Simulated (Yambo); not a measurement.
BSE-type run in Yambo on WZnO₄ (space group P2/c, No. 13), at zero momentum.

Quantum ESPRESSO step (PBEsol, PseudoDojo standard norm-conserving files, scalar-relativistic):
```
&CONTROL
  calculation = 'nscf'
  pseudo_dir = './pseudo'
  outdir = './out'
/
&SYSTEM
  ibrav = 0
  nat = 12
  ntyp = 3
  ecutwfc = 84.0
  ecutrho = 336.0
  occupations = 'fixed'
  force_symmorphic = .true.
  nbnd = 111
/
&ELECTRONS
  conv_thr = 1.2000000000000002e-08
  diago_full_acc = .true.
  diago_thr_init = 1e-08
/
ATOMIC_SPECIES
O 15.9990 O.upf
Zn 65.3800 Zn.upf
W 183.8400 W.upf
CELL_PARAMETERS angstrom
  4.676720000000   0.000000000000   0.000000000000
  0.000000000000   5.729710000000   0.000000000000
 -0.050496000000   0.000000000000   4.936192000000
ATOMIC_POSITIONS crystal
O   0.782690000000   0.106430000000   0.064920000000
O   0.217310000000   0.893570000000   0.935080000000
O   0.217310000000   0.106430000000   0.435080000000
O   0.782690000000   0.893570000000   0.564920000000
O   0.743070000000   0.376110000000   0.597340000000
O   0.256930000000   0.623890000000   0.402660000000
O   0.256930000000   0.376110000000   0.902660000000
O   0.743070000000   0.623890000000   0.097340000000
Zn   0.500000000000   0.676360000000   0.750000000000
Zn   0.500000000000   0.323640000000   0.250000000000
W   0.000000000000   0.181130000000   0.750000000000
W  -0.000000000000   0.818870000000   0.250000000000
K_POINTS automatic
4 4 4 0 0 0
```

Yambo input:
```
rim_cut
optics
bse
bss
dipoles
RandQpts= 1000000
RandGvec= 1 Ry
FFTGvecs= 40 Ry
BSKmod= "HARTREE"
BSEmod= "resonant"
BSSmod= "hs"
BSENGexx= 15 Ry
% KfnQP_E
 1.703 | 1.0 | 1.0 |
%
% BSEQptR
 1 | 1 |
%
% BSEBands
 40 | 65 |
%
% BEnRange
 0.0 | 9.6 | eV
%
% BDmRange
 0.15 | 0.15 | eV
%
BEnSteps= 192
% BLongDir
 1.0 | 0.0 | 0.0 |
%
BSHayTrs= -0.02
BSSNEig= 24
WRbsWF
```

From the report:

The dimension is k points × valence × conduction bands = 64 × 19 × 7 = 8512.
```
  [SLEPC] Approach                          : Krylov-Schur
  [SLEPC] Number of requested eigenvalues   :  24
  [SLEPC] Number of eigenvalues        [NEV]:  24
   [K] Dimension                                    :   8512
   [K] Bands                                        :   40   65
   [K] Exchange res                                 : yes
   [K] Correlation res                              : no
   [K] W interaction is bare                        : no
   [K] RL vectors exchange                          :   901
```

Spin-orbit coupling is not included.

Geometry of the Materials Project entry, not relaxed at this level.

With a shallow 3d shell G0W0 needs far more bands and larger blocks than here, so the scissor is uncertain by tenths of an eV or more.
